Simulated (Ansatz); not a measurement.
HfO₂:
```
CELL_PARAMETERS angstrom
      3.53706     0.00000     0.00000
      0.00000     3.53706     0.00000
      0.00000     0.00000     5.10232
ATOMIC_POSITIONS crystal
  Hf 0.00000 0.00000 0.00000
  Hf 0.50000 0.50000 0.50000
  O  0.00000 0.50000 0.20369
  O  0.00000 0.50000 0.70369
  O  0.50000 0.00000 0.29631
  O  0.50000 0.00000 0.79631
```

Relaxed with LDA. Special points in fractions of this cell's reciprocal vectors: Γ (0.000, 0.000, 0.000); X (0.000, 0.500, 0.000); M (0.500, 0.500, 0.000); Z (0.000, 0.000, 0.500); R (0.000, 0.500, 0.500); A (0.500, 0.500, 0.500).

**Question.** List the band energies nearest the valence-band maximum at these points for plane-wave PAW LDA (Ansatz code).

**Answer.** In eV from the valence-band maximum; about four levels below and three above (degenerate sets whole), none deeper than 8.9 eV; points with the same levels are listed once.

```
k                    below                above
-  -----------------------  -------------------
Γ  -0.55 -0.14 -0.13 -0.13       4.48 4.53 5.67
X  -1.51 -1.51 -0.20 -0.20  4.96 4.96 6.04 6.04
M  -0.94 -0.94 -0.38 -0.38  5.41 5.41 6.07 6.07
Z  -0.60 -0.60 -0.06 -0.06  5.24 5.24 5.49 5.49
R  -1.44 -1.44 -1.08 -1.08  5.14 5.14 5.45 5.45
A    -1.43 -1.43 0.00 0.00  5.87 5.87 6.05 6.05
```

Space group P4_2/nmc. This is a known high-temperature phase of the composition, computed here at zero pressure and temperature. Symmetry was held in the LDA relaxation; phonons on a q-mesh show no instability. The run is not spin-polarised. Scalar-relativistic: spin–orbit coupling is off unless named, which matters more the heavier the elements.

Potentials: the later of the program's two PAW sets.
